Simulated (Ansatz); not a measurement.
**Data sheet: AlP (DFT)**

AlP:
```xyz
6
Lattice="3.8506 0.0000 0.0000 -1.9253 3.3347 0.0000 0.0000 0.0000 8.6891" Properties=species:S:1:pos:R:3 pbc="T T T"
Al    -0.9624     1.6670     5.7927
Al     0.9628     1.6677     0.0000
Al     1.9249     0.0000     2.8964
P     -0.9625     1.6671     1.4482
P      0.9628     1.6675     4.3445
P      1.9251     0.0000     7.2409
```

Space group P6_422 (No. 181); conventional cell a = b = 3.8506 Å, c = 8.6891 Å, α = β = 90.00°, γ = 120.00°.

Method: PBE in the plane-wave PAW code Ansatz. Structure relaxed to zero pressure with the same functional. Other levels are named where they apply.

### Cell and energy

```
Property                                                       Value
-----------------------------------------------------  -------------
Volume per atom                                             18.60 Å³
Density                                                   2.59 g/cm³
Formation energy from the elements (no fitted shifts)  -0.42 eV/atom
```

### Electronic structure

```
Property                                                                 Result
----------------------------------------  -------------------------------------
Band gap                                                     0.95 eV (indirect)
Valence-band maximum                                                       at Γ
Conduction-band minimum                             at M (3 equivalent valleys)
Smallest direct gap on the standard path                                2.03 eV
Electron effective mass                   0.15, 0.41, 1.4 mₑ (principal values)
Hole effective mass                        0.15, 7.5, 7.5 mₑ (principal values)
```

### Mechanics

```
Quantity                               Value
----------------------------------  --------
Bulk modulus (Birch–Murnaghan fit)  90.3 GPa
Pressure derivative B′                   4.2
```

The start of the workflow was typed in or built on a structure type; neither database checked (COD, Materials Project) lists it. It is not the phase usual at ambient conditions (space group No. 216). The PBE relaxation kept the symmetry of its start; its stability against distortions is not shown here. Point labels and valley counts follow the cell and symmetry of the run, lower than the named group. The references are the lowest solids computed at this level, not always the standard phases.

Potentials: the earlier of the program's two PAW sets.
